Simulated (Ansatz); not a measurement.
YIn5Rh (P4/mmm): electronic heat capacity and spin susceptibility from the density of states

Computed with DFT PBEsol, scalar-relativistic, plane waves, PAW in Ansatz 0.2.0.

Plane waves to 420 eV, a k mesh through Γ of 8×8×6 on the computed 7-atom cell and Gaussian smearing (0.10 eV); no spin polarisation.

Relaxed cell: P4/mmm, a = 4.591 Å, b = 4.591 Å, c = 7.384 Å, α = 90.00°, β = 90.00°, γ = 90.00°, 7 atoms in the primitive cell. Whether it is the stable form of this composition wasn't checked.

The density of states at the Fermi level is 2.129 states/eV in the cell of 7 atoms (1 formula unit; both spins, tetrahedra on a 12×12×9 mesh).

What Sommerfeld coefficient and Pauli susceptibility does this give?

Per formula unit N(E_F) = 2.129 states/eV. γ = (π²/3) k_B² N(E_F) N_A = 2.357 mJ/(mol K²) per state/eV, so γ = 5.0 mJ/(mol K²), a mole of formula units. χ_P = μ_B² N(E_F) N_A = 3.23×10⁻⁵ emu/mol per state/eV gives 6.9×10⁻⁵ emu/mol. This is the bare band result: a measured γ of the same phase is as a rule larger by a factor 1 + λ from phonons and spin fluctuations, the spin part of χ is larger by the Stoner factor, and a measured χ also holds orbital and core terms. N(E_F) at one energy is sensitive to the mesh where the density of states has sharp peaks.

Cost: 1 run of about 1.3 core-minutes, on AMD EPYC 9R45 (Zen 5) (shared hosts).